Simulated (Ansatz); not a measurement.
# TiO₂: the gap under strain

TiO₂, I4_1/amd, a = 3.778 Å, c = 9.584 Å. The compound has several low-lying forms, and this is one of them. Ansatz: r2SCAN, PAW, 500 eV, Γ-centred 6×6×4 mesh on 12 atoms, Gaussian smearing 0.02 eV; no spin polarisation. Series: biaxial strain in the a-b plane, c and atoms relaxed; x is the strain in per cent. The gap is sought over the whole zone.

```
x (%) gap y (eV)
 -3.0           ?
 -2.0       2.756
 -1.0       2.637
  0.0       2.529
  1.0       2.432
  2.0       2.350
  3.0       2.279
```

Q: Fit y = E0 + c1 x + c2 x² to the other rows, give the deformation potential for this strain, and predict the missing gap.

A: Least squares on the rows shown. y = 2.5285 − 0.10166 x + 0.0061429 x². The deformation potential is 100 c1 = -10.17 eV per unit strain. At x = -3.0 the fit asked for gives 2.889 eV. The run gave 2.882 eV, so the fit is 0.007 eV too high, a small miss on the scale of the series.

Semilocal functionals give gaps under the measured ones; changes of the gap mostly carry over better.